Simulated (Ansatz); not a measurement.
One crystal and one scan (scan of one atom of the cell) at two levels, PBE (plane waves to 420 eV, PAW, scalar-relativistic; Ansatz, a program for electronic structure) and r2SCAN (plane waves to 500 eV, PAW, scalar-relativistic; Ansatz), each from its own relaxed cell and on its own mesh.

The crystal is TiSi2 (C49 type, space group Cmcm); one Si atom of a 6-atom cell moves by s towards the nearest neighbour, with its periodic images.

Energies are smeared free energies. The PAW data are Ansatz's earlier set. This is one of several known forms of TiSi2; the measured ambient cells at hand have space group No. 70. TiSi2 is run without spin polarisation. TiSi2 was relaxed with its symmetry unable to fall. With partly filled bands, energies and forces of such displacements shift with the k mesh and the smearing.

```csv
quantity,run 1,run 2
Lattice constant a (Å),3.527,3.546
Lattice constant b (Å),13.52,13.57
Lattice constant c (Å),3.566,3.580
Relaxed volume (Å³/atom),14.17,14.35
Force constant k = d²E/ds² at s = 0 (finite differences) (eV/Å²),12.05,11.04
```

Problem. Which run is which level?

Solution. Run 2 is PBE, run 1 is r2SCAN. PBE gives the higher value for: lattice constant a; lattice constant b; lattice constant c; relaxed volume. PBE gives the lower value for: force constant k = d²E/ds² at s = 0. Both give the same shape of the curve: a single well with its minimum at or next to zero displacement. Neither level is exact: the differences show how much the result hangs on the functional.

(For displaced atoms, the force is minus the slope of the energy, and its curvature is a force constant, which sets phonon frequencies.)
